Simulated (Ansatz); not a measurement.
Li:
```
Li
1.0
   -1.66088     1.66088     1.66088
    1.66088    -1.66088     1.66088
    1.66088     1.66088    -1.66088
Li
1
Direct
  0.00000   0.00000   0.00000
```

Relaxed with PBE+D3(BJ). Special points in fractions of this cell's reciprocal vectors: Γ (0.000, 0.000, 0.000); H (0.500, -0.500, 0.500); N (0.000, 0.000, 0.500); P (0.250, 0.250, 0.250).

Problem. List the band energies nearest the Fermi level at these points for PBE+D3(BJ) in the plane-wave PAW code Ansatz.

Solution. In eV from the Fermi level; about four levels below and three above (degenerate sets whole), none deeper than 8.9 eV; … stands for higher levels left out; points with the same levels are listed once.

```
k  below            above
-  -----  ---------------
Γ  -3.73                …
H      –   5.87 5.87 5.87
N      –  0.20 3.57 11.09
P      –   3.55 3.55 3.55
```

Space group Im-3m (bcc (W type)). Symmetry was held in the PBE+D3(BJ) relaxation. The pairwise dispersion correction was not fitted to metals.

Potentials: the later of the program's two PAW sets.
